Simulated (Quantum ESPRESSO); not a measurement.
# Planted mistakes on one cell of MgGaAlS4

Calculated results; nothing here was measured. They come from pw.x of Quantum ESPRESSO 7.5, a plane-wave density functional program, with PseudoDojo standard norm-conserving files (v0.5 for PBE, v0.4.1 for LDA and PBEsol). The cells are made up: elements, strain and atom displacements were drawn at random, and nothing was relaxed. There is no spin polarisation, spin-orbit coupling or dispersion term.

The cell has 8 sites of a zincblende or diamond lattice. Sites 1 to 4 hold empty Mg Ga Al; sites 5 to 8 hold S S S S. Cell vectors in Å: (5.349, 0.036, -0.020); (0.036, 5.379, -0.030); (-0.020, -0.030, 5.278). Settings: PBE, cutoff 1143 eV, 4 x 4 x 4 k mesh shifted by half a step, Fermi-Dirac smearing of 0.025 eV.

The intended run has a self-consistency threshold of 1e-07 eV, a smearing term of 0.000 eV, a pressure of 1.55 GPa and 10 iterations. Each further run changes one thing: all lengths scaled by 0.9855; atoms of sites 2 and 7 exchanged; cutoff 680 eV; files of LDA; k mesh 1 x 1 x 1; one electron added; smearing 0.33 eV; threshold 0.5 eV. A coarse mesh keeps the shift, and a charged cell sits in a uniform background.

```
run,change of free energy (eV),smearing term -TS (eV),change of P (GPa),largest change of a force component (eV/Å),iterations
A,0.131,0.000,3.47,0.249,9
B,-0.013,-0.075,0.07,0.014,9
C,0.032,0.000,0.13,0.218,3
D,-1.117,0.000,-4.18,0.168,9
E,7.417,-0.007,13.25,0.528,10
F,9.759,0.000,-64.07,0.025,10
G,7.548,-0.003,7.01,3.393,12
H,4.232,0.000,6.03,0.535,10
```

A rerun of the intended cell at 1437 eV and k mesh 6 x 6 x 6 moved values by no more than 0.002 eV in the cell's energy, 0.02 GPa in stress and 0.002 eV/Å in force.

Question: which change belongs to which run?

## Worked reading

Run C has the fewest iterations, as a run stopped early does. Run B has the largest smearing term, as wide smearing gives. Run F has a higher energy and the largest fall in pressure, as too small a basis gives. Run A changes the volume by a factor of 0.9571; minus its pressure change over the logarithm of that factor, 79 GPa, is a rough bulk modulus with clamped atoms. Energies from files of another functional, or of a charged cell, have another zero and say nothing on stability; the pressure of a charged cell rests on the program's zero of potential too.

## Key

| run | change |
| --- | --- |
| A | all lengths scaled by 0.9855 |
| B | smearing 0.33 eV |
| C | threshold 0.5 eV |
| D | files of LDA |
| E | one electron added |
| F | cutoff 680 eV |
| G | atoms of sites 2 and 7 exchanged |
| H | k mesh 1 x 1 x 1 |